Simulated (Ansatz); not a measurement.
Data:

SnMo3C:
Space group Pm-3m (No. 221); a = b = c = 4.1970 Å, α = β = γ = 90.00°

| atom | site | symmetry | x | y | z |
|---|---|---|---|---|---|
| Sn | 1a | m-3m | 0.0000 | 0.0000 | 0.0000 |
| Mo | 3c | 4/mm.m | 0.0000 | 0.5000 | 0.5000 |
| C | 1b | m-3m | 0.5000 | 0.5000 | 0.5000 |

This is the r²SCAN-relaxed structure.

### Question
All from DFT-r²SCAN in the program Ansatz with PAW potentials, unless another level is named. Estimate the electronic character.

### Answer
metallic (no gap).

### Question
What about the formation energy from the elements (no fitted shifts)?

### Answer
15 kJ/mol of atoms.

### Question
Next, the density of states at the Fermi level?

### Answer
0.71 states/eV per atom (mean over ±0.08 eV).

### Question
Predict the gap with spin–orbit coupling.

### Answer
none (metallic).

The start of the workflow was typed in or built on a structure type; neither database checked (COD, Materials Project) lists it. Whether it is the stable phase at ambient conditions was not checked. The r²SCAN relaxation kept the symmetry of its start; its stability against distortions is not shown here. The run is not spin-polarised. Its formation energy is positive at this level, so the cell may be metastable or incomplete. The references are the lowest solids computed at this level, not always the standard phases. Spin–orbit coupling is left out wherever it is not named.

Potentials: the earlier of the program's two PAW sets.
